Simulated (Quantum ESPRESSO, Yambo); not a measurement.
HgZnS2 (space group R3m, No. 160). Cell and atoms were relaxed with PBEsol from Materials Project entry mp-1215447, within its symmetry. Chain: PBEsol (Quantum ESPRESSO, PseudoDojo norm-conserving, 84 Ry, with spin-orbit coupling); G0W0 in Yambo (4×4×4 Γ-centred k mesh, bands 17 to 222 and a 6 Ry block in the screening, 222 bands in G with the Bruneval-Gonze terminator, plasmon pole fitted at 27.2 eV); BSE (4×4×4 mesh, 14 valence and 10 conduction bands, static screening with 120 bands and a 4 Ry block, scissor 0.79 eV, Tamm-Dancoff).

```
Quantity                                                                       Value
-----------------------------------------------  -----------------------------------
PBEsol gap (dense path)                                                      0.35 eV
PBEsol gap Γ → Γ on the GW mesh                                              0.35 eV
PBEsol smallest direct gap on the GW mesh, at Γ                              0.35 eV
G0W0 direct gap at that point                                                1.15 eV
G0W0 correction to the gap Γ → Γ                                             0.79 eV
lowest exciton                                   no binding energy given (see below)
```

Rough cost of the Yambo steps against G0W0 for 11 states: BSE about 1/6.

Convergence of the G0W0 settings was not tested. The BSE states are vertical excitations (zero momentum). The lowest state covers only about 1 of the 64 k points, so the mesh doesn't resolve it: its energy and its distance from the direct gap are mesh artefacts. An extended exciton needs a far denser mesh. Axes are Cartesian, with cell vectors (Å) (1.98, 1.14, 6.54), (-1.98, 1.14, 6.54), (0.00, -2.28, 6.54).

The structure is a Materials Project entry; no match was found in the copy of COD used, and its stability was not checked.
